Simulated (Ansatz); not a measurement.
# Elastic constants of ScCu at 6 GPa (stress–strain coefficients): input and output

These are results of DFT LDA, scalar-relativistic, plane waves, PAW (Ansatz 0.2.0), not measurements.

Launched with:
```bash
ansatz run input.yaml --threads 1 --pin off --max-ram 3072MiB --backend cpu --events-out ev --progress --plain --runs-dir out
```

Input (bare energies are in eV):
```yaml
crystal:
  lattice:
    - [3.1153049604, 0.0, 0.0]
    - [0.0, 3.1153049604, 0.0]
    - [0.0, 0.0, 3.1153049604]
  atoms:
    - { symbol: Sc, position: [0.5, 0.5, 0.5] }
    - { symbol: Cu, position: [0.0, 0.0, 0.0] }
basis:
  ecutwfc: 420
kpoints:
  mp_grid: { grid: [14, 14, 14] }
hamiltonian:
  xc: lda
scf:
  occupations: { method: fermi_dirac, width: 0.15 }
output:
  forces: true
  stress: true
  eigenvalues: true
elastic:
  mode: relaxed_ion
  amplitude: 0.005
```

From the output:
```
--- Elastic constants: 2 strain directions × 4 members + reference (group order 48) ---
  dense FFT box of the reference and of every strained cell: 24×24×24
  strains applied: 11, 23; error gains: componentwise 1.00 (the most a stress slope's error grows in a printed constant), spectral 1.73 (1 for all six strains in a standard setting)
  C = ∂σ_k/∂η_j (tension-positive GPa; Voigt order 11 22 33 23 13 12):
       173.458    109.959    109.959     -0.000     -0.000     -0.000
       109.959    173.458    109.959     -0.000     -0.000     -0.000
       109.959    109.959    173.458     -0.000     -0.000     -0.000
        -0.000     -0.000      0.000     63.333     -0.000      0.000
         0.000     -0.000     -0.000     -0.000     63.333      0.000
         0.000      0.000      0.000      0.000      0.000     63.333
  reference stress σ⁰ (GPa):     -5.995     -5.995     -5.995     -0.000     -0.000      0.000
  C* (energy form; C + prestress term) asymmetry max|C*_kj − C*_jk| = 4.263e-14 GPa — a small one proves nothing (zero by symmetry where the batch's group is 432, −43m or m−3m); a large one is finite-difference/SCF noise where every solve ...
  moduli (Voigt/Reuss/Hill, GPa): K = 131.13/131.13/131.13   G = 50.70/45.31/48.00   E = 128.35   ν = 0.337
  mechanically stable: yes (min eigenvalue of sym C = 63.33 GPa)
  strain η (Voigt 11):  stress-route row diagonal C_11 = 173.46 GPa, energy-path curvature d²(F+E_count+ΔE)/dδ²/Ω₀ = 173.48 GPa
    cells at ±δ against ±2δ: C11 173.48 and 173.54 GPa, apart by 0.03 % of the column's largest entry
         δ    σ_11 (GPa) F (eV) n_scf n_hpsi n_pw
    -1.000e-2      -7.7698       -8645.3019636       9  108708    608   relax 0 steps, max|allowed force component| 5.32e-30 eV/Å
    -5.000e-3      -6.8725       -8645.3088693       5   97501    624   relax 0 steps, max|allowed force component| 4.83e-30 eV/Å
     5.000e-3      -5.1378       -8645.3201877       4   76632    624   relax 0 steps, max|allowed force component| 1.26e-28 eV/Å
     1.000e-2      -4.2990       -8645.3246384       7   87704    624   relax 0 steps, max|allowed force component| 1.58e-30 eV/Å
  strain η (Voigt 23):  stress-route row diagonal C_44 = 63.33 GPa, energy-path curvature d²(F+E_count+ΔE)/dδ²/Ω₀ = 66.32 GPa
    cells at ±δ against ±2δ: C44 63.33 and 63.34 GPa, apart by 0.01 % of the column's largest entry
         δ    σ_23 (GPa) F (eV) n_scf n_hpsi n_pw
    -1.000e-2      -0.6334       -8645.3143107       8  162086    624   relax 0 steps, max|allowed force component| 1.58e-30 eV/Å
    -5.000e-3      -0.3167       -8645.3147803       5  146149    624   relax 0 steps, max|allowed force component| 2.25e-29 eV/Å
     5.000e-3       0.3167       -8645.3147803       5  144483    624   relax 0 steps, max|allowed force component| 1.10e-28 eV/Å
     1.000e-2       0.6334       -8645.3143107       6  131967    624   relax 0 steps, max|allowed force component| 3.16e-30 eV/Å
```

Time: 100 s on 1 thread of Arm Neoverse V1, on a shared host, peak memory 0.53 GiB.

In a metal, frequencies and elastic constants depend on the k mesh and the smearing, soft modes and shear constants most. Other phases may be more stable at this pressure.